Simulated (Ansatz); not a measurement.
GeB2Mo2:
```
GeB2Mo2
1.0
    3.13651     0.00000     0.00000
   -1.56825     2.71630     0.00000
    0.00000     0.00000     6.83324
Mo Ge B
2 1 2
Cartesian
  0.00000   1.81086   4.89794
  0.00000   1.81086   1.93530
  0.00000   0.00000   0.00000
  0.00000   0.00000   3.41662
  1.56825   0.90543   3.41662
```

Relaxed with PBE. Special points in fractions of this cell's reciprocal vectors: Γ (0.000, 0.000, 0.000); M (0.500, 0.000, 0.000); K (0.333, 0.333, 0.000); A (0.000, 0.000, 0.500); L (0.500, 0.000, 0.500); H (0.333, 0.333, 0.500).

**Question.** List the band energies nearest the Fermi level at these points for PBE in the plane-wave PAW code Ansatz.

**Answer.** In eV from the Fermi level; about four levels below and three above (degenerate sets whole), none deeper than 8.9 eV; points with the same levels are listed once.

```tsv
k	below	above
Γ	-2.10 -2.10 -1.91 -1.50 -1.50	0.50 0.50 0.97
M	-4.30 -3.99 -2.42 -0.14	0.24 1.15 1.41
K	-3.42 -3.30 -1.65 -0.14	0.10 0.96 1.16
A	-1.93 -1.93 -1.71 -1.71	0.10 0.10 0.67
L	-4.19 -3.89 -2.73 -1.30	0.58 1.38 1.71
H	-4.05 -3.96 -3.88 -2.26	0.03 1.52 1.93
```

Space group P-6m2. The start of the workflow was typed in or built on a structure type; neither database checked (COD, Materials Project) lists it. Its standing as an ambient phase is unchecked. The cell was relaxed with PBE under the symmetry of its start; its stability against distortions is not shown here. No spin polarisation was allowed. Spin–orbit coupling is left out wherever it is not named.

Potentials: the earlier of the program's two PAW sets.
